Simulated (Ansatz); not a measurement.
NiAgO2:
```cif
data_Ag6Ni6O12
_chemical_formula_sum 'Ni6 Ag6 O12'
_space_group_name_H-M_alt 'P 1'
_space_group_IT_number 1
_cell_length_a 5.13107
_cell_length_b 5.13107
_cell_length_c 12.31765
_cell_angle_alpha 90.000
_cell_angle_beta 90.000
_cell_angle_gamma 120.000
loop_
_space_group_symop_operation_xyz
  'x, y, z'
loop_
_atom_site_label
_atom_site_type_symbol
_atom_site_fract_x
_atom_site_fract_y
_atom_site_fract_z
_atom_site_occupancy
Ni1 Ni 0.66667 0.33333 0.50000 1
Ni2 Ni 0.66667 0.33333 0.00000 1
Ag1 Ag 0.00000 0.33314 0.75000 1
Ag2 Ag 0.00000 0.66686 0.25000 1
O1 O 0.00000 0.66749 0.42149 1
O2 O 0.00000 0.33251 0.57851 1
O3 O 0.00000 0.33251 0.92149 1
O4 O 0.00000 0.66749 0.07851 1
Ni3 Ni 0.00000 0.00000 0.50000 1
Ni4 Ni 0.00000 0.00000 0.00000 1
Ag3 Ag 0.33314 0.00000 0.75000 1
Ag4 Ag 0.33314 0.33314 0.25000 1
O5 O 0.33251 0.33251 0.42149 1
O6 O 0.33251 0.00000 0.57851 1
O7 O 0.33251 0.00000 0.92149 1
O8 O 0.33251 0.33251 0.07851 1
Ni5 Ni 0.33333 0.66667 0.50000 1
Ni6 Ni 0.33333 0.66667 0.00000 1
Ag5 Ag 0.66686 0.66686 0.75000 1
Ag6 Ag 0.66686 0.00000 0.25000 1
O9 O 0.66749 0.00000 0.42149 1
O10 O 0.66749 0.66749 0.57851 1
O11 O 0.66749 0.66749 0.92149 1
O12 O 0.66749 0.00000 0.07851 1
```
The run is spin-polarised; directions of the spins, atom by atom: ↑ ↑ 0 0 0 0 0 0 ↑ ↑ 0 0 0 0 0 0 ↑ ↑ 0 0 0 0 0 0.

Relaxed with PBE.

Problem. Which orbitals make up the states near the Fermi level in PBE in the plane-wave PAW code Ansatz?

Solution. Within 0.5 eV of the Fermi level: Ni 3d 46 %, O 2p 42 %. Projections are on Löwdin-orthogonalised atomic valence shells; empty p or d shells of many metals are not among them.

Problem. Tabulate the density of states.

Solution. States/eV per cell of 24 atoms, in 0.25 eV bins, energy from the Fermi level.

```csv
E (eV),total,O 2p,Ag 4d,Ni 3d
-7.85,0.00,0.00,0.00,0.00
-7.60,0.78,0.47,0.12,0.09
-7.35,5.34,3.32,0.78,0.66
-7.10,16.66,10.43,2.73,1.99
-6.85,18.68,11.69,3.28,2.31
-6.60,13.70,9.00,2.32,1.62
-6.35,22.11,14.89,2.86,3.27
-6.10,16.37,10.95,1.84,2.66
-5.85,20.75,10.92,4.16,4.78
-5.60,25.09,12.10,5.46,6.17
-5.35,34.90,12.63,14.00,6.17
-5.10,40.22,12.86,19.52,5.29
-4.85,20.36,6.87,10.06,2.68
-4.60,26.71,9.87,13.48,2.53
-4.35,39.14,14.67,19.46,3.81
-4.10,28.78,10.69,14.05,3.10
-3.85,30.84,6.73,20.10,3.13
-3.60,36.18,6.84,24.61,3.72
-3.35,33.95,6.47,22.94,3.64
-3.10,31.74,8.34,18.42,4.15
-2.85,23.50,8.85,10.49,3.39
-2.60,12.98,5.51,3.10,3.56
-2.35,14.77,3.21,3.29,7.58
-2.10,32.05,4.32,3.46,23.13
-1.85,24.51,4.54,2.47,16.58
-1.60,45.31,7.18,2.15,34.47
-1.35,31.52,6.45,2.70,21.01
-1.10,20.29,4.64,2.34,12.33
-0.85,6.97,1.77,0.97,3.68
-0.60,3.35,1.13,0.15,1.60
-0.35,7.43,2.88,0.31,3.49
-0.10,11.92,4.98,0.56,5.48
0.15,13.55,5.75,0.69,6.07
0.40,15.42,6.97,0.37,7.15
0.65,9.65,3.16,0.25,5.22
0.90,14.24,4.76,0.34,8.16
1.15,10.90,4.34,0.27,5.64
1.40,8.78,3.78,0.28,4.18
1.65,2.23,0.77,0.34,0.21
1.90,4.17,1.40,0.60,0.26
2.15,7.19,2.30,0.88,0.41
2.40,10.22,2.82,0.95,0.60
2.65,8.82,2.04,0.59,0.57
2.90,4.00,0.59,0.18,0.15
3.15,2.52,0.26,0.09,0.06
3.40,1.84,0.15,0.05,0.03
3.65,1.44,0.09,0.04,0.02
3.90,1.12,0.05,0.02,0.01
4.15,0.96,0.04,0.02,0.01
4.40,0.79,0.02,0.01,0.00
4.65,0.68,0.02,0.01,0.00
```

Space group P6_3/mmc. The start of the workflow was typed in or built on a structure type; the Crystallography Open Database copy checked does not list it. COD files the formula under space group No. 166. Its standing as an ambient phase is unchecked. Symmetry was held in the PBE relaxation; whether a distortion lowers the energy is not shown. The final state is ferromagnetic, the only order run, not a proven ground state. The program gave a warning on the electronic state, which may not be the lowest. No Hubbard U is applied. The compound may be a true metal, but semilocal functionals without U, or a wrong spin order, can also close a gap. Spin–orbit coupling is left out wherever it is not named.

Potentials: the later of the program's two PAW sets.
